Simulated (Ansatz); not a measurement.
SrZn2: pressure against volume

A database entry relaxed whole under r2SCAN (Imma):

```
Sr Zn
1.0
    -2.37183    3.86632    3.83172
     2.37183   -3.86632    3.83172
     2.37183    3.86632   -3.83172
Sr Zn
2 4
Cartesian
  0.0000 1.9332 0.4008
  2.3718 1.9332 3.4309
  2.3718 3.3400 -1.2518
  0.0000 4.3927 2.5799
  0.0000 0.5264 5.0835
  2.3718 -0.5264 1.2518
```

The cell was scaled uniformly, its shape held, and the atoms relaxed at each volume with plane-wave PAW DFT (Ansatz 0.2.0; r2SCAN, 500 eV, 8×8×8 Γ-centred mesh, fermi-dirac occupations of width 0.100 eV; no spin, no spin-orbit coupling). One row is withheld.

```csv
volume (Å³/atom),energy over the lowest (meV/atom),pressure (GPa)
22.020,10.9,2.77
22.488,?,?
22.957,0.9,0.80
23.425,0.0,-0.03
23.894,1.3,-0.79
24.362,4.7,-1.46
24.831,10.0,-2.05
```

Task: Fit the pressures of the other rows to the third-order Birch-Murnaghan form.

Result: With f = [(V₀/V)^(2/3) − 1]/2 and P = 3B₀f(1 + 2f)^(5/2)[1 + 3(B₀′ − 4)f/2], least squares gives V₀ = 23.40 Å³ an atom, B₀ = 39.7 GPa and B₀′ = 4.5; the rows miss the fit by less than 0.01 GPa. The slope of the energies differs from these pressures by 0.06 GPa, since they are taken to zero smearing while pressures follow the free energy.

Task: What does the withheld row hold?

Result: The fit gives 1.73 GPa at 22.488 Å³; the run gave 1.73 GPa and 4.5 meV an atom.

Caveats: the shape of the cell was held, so B₀ is an upper bound where the axes differ in stiffness; 0 K, fixed nuclei; the symmetry was kept, and this need not be the phase that is stable at 0 K; one mesh for all volumes; pressure is positive in compression.
